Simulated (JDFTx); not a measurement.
## TiAl3(110) as an electrode

System: TiAl3(110) (I4/mmm bulk; lattice of mp-542915, not re-optimised at this level), 1x1 cell of 14 atoms in 7 planes (Al outermost, slab composition Ti3Al11), area 23.14 Å² a face, 8.0 Å between the outermost planes in a cell 24.1 Å high; k mesh 6×6×1, Fermi width 0.01 Ha, no spin polarisation. Whether this polymorph is the ambient one wasn't checked. Neither spin polarisation nor a larger cell was tried.

Method: PBE, GBRV ultrasoft potentials, plane waves to 20/100 Ha, in a modified build of JDFTx. Outer atoms relaxed in vacuum, keeping the start's symmetry. The same nuclei were then put into each liquid, at zero charge and at set potentials or charges. This is a symmetric, unreconstructed model surface, and the continuum liquid cannot react with it. The electron chemical potential μ is absolute (zero in the bulk liquid) and is turned into a potential by U = −μ/e − 4.44 V vs SHE, a convention.

In vacuum the work function is 4.14 eV, which would put the uncharged electrode at -0.30 V vs SHE if the liquid did nothing. Each liquid moves the Fermi level of the neutral slab, now counted from the bulk liquid: CANDLE, water, 1 M KF by 0.35 eV, to a potential of zero charge of -0.65 V; linear PCM (GLSSA13), water, 1 M KF by 0.28 eV, to a potential of zero charge of -0.58 V; SCCS (g09 parameters), water, 1 M KF by 0.11 eV, to a potential of zero charge of -0.41 V. The models of water differ by 0.24 V among themselves.

Charging:

| liquid | U − U_pzc (V) | σ (μC/cm²) | σ/(U − U_pzc) (μF/cm²) | Δγ (mJ/m²) |
|---|---|---|---|---|
| CANDLE, water | 0.15 | 2.3 | 15 | -2 |
| CANDLE, water | 0.30 | 4.6 | 16 | -7 |
| CANDLE, water | 0.84 | 15.0 | 18 | -59 |
| linear PCM (GLSSA13), water | -0.62 | -9.8 | 16 | -32 |
| linear PCM (GLSSA13), water | 0.28 | 5.3 | 19 | -7 |
| SCCS (g09 parameters), water | -0.39 | -4.2 | 11 | -8 |
| SCCS (g09 parameters), water | -0.19 | -2.1 | 11 | -2 |

The mean capacitance runs from 11 to 19 μF/cm². Δγ, the grand free energy per area against the neutral surface, is negative throughout, since charging at a held potential lowers it. The cavity function reaches one half at 3.0 Å (CANDLE, water), 2.4 Å (linear PCM (GLSSA13), water), 2.6 Å (SCCS (g09 parameters), water) above the top atoms; the models define their cavities differently. CANDLE's negatively charged runs are left out, as they depend on the cell height. No specific adsorption of ions or solvent is in these numbers.
